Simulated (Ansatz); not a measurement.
A geometry of Cr away from equilibrium: step 36 of the relaxation of a generated trial cell of Cr in the AFLOW prototype A_hR12_166_2h (as in B). These are PBE (plane waves to 420 eV, PAW, scalar-relativistic; Ansatz, a first-principles code) values and carry that method's errors. Γ-centred k-mesh 6×6×6 on the run's cell (coarser than for final values), Fermi–Dirac smearing 0.05 eV.

```xyz
12
Lattice="2.5560 1.4757 7.3062 -2.5560 1.4757 7.3062 0.0000 -2.9514 7.3062" Properties=species:S:1:pos:R:3:forces:R:3 pbc="T T T" free_energy=-40520.167 pressure_GPa=2.2
Cr    -1.2581     0.7264     4.7184   -0.0005    0.0003    0.0369
Cr     0.0000    -1.4528     4.7184    0.0000   -0.0006    0.0369
Cr     1.2581     0.7264     4.7184    0.0005    0.0003    0.0369
Cr     1.2581    -0.7264    17.2003    0.0005   -0.0003   -0.0369
Cr     0.0000     1.4528    17.2003    0.0000    0.0006   -0.0369
Cr    -1.2581    -0.7264    17.2003   -0.0005   -0.0003   -0.0369
Cr    -1.1971     0.6911     8.1806   -0.0067    0.0039   -0.0117
Cr     0.0000    -1.3823     8.1806    0.0000   -0.0077   -0.0117
Cr     1.1971     0.6911     8.1806    0.0067    0.0039   -0.0117
Cr     1.1971    -0.6911    13.7382    0.0067   -0.0039    0.0117
Cr     0.0000     1.3823    13.7382    0.0000    0.0077    0.0117
Cr    -1.1971    -0.6911    13.7382   -0.0067   -0.0039    0.0117
```

Positions in Å, forces in eV/Å, free energy of the cell in eV (comparable only within this code, potentials and settings). Largest force: 0.04 eV/Å, on Cr1, Cr2, Cr3, Cr4, Cr5, Cr6 (atoms numbered as listed); the geometry lies 0.02 eV/atom above the end of its relaxation.

Spin-polarised start, with parallel moments on Cr.

No spin polarisation in the result: the starting moments vanished. A magnetic state may lie lower.

The run could not lose the symmetry of its start: the end is stationary, and may be a saddle point rather than a minimum.

The end of the path is a generated cell of Cr: the first start was made by placing the elements on the sites of a structure type, and the end was not matched to a known phase here, so it may be hypothetical. Known forms of Cr include space group No. 229.
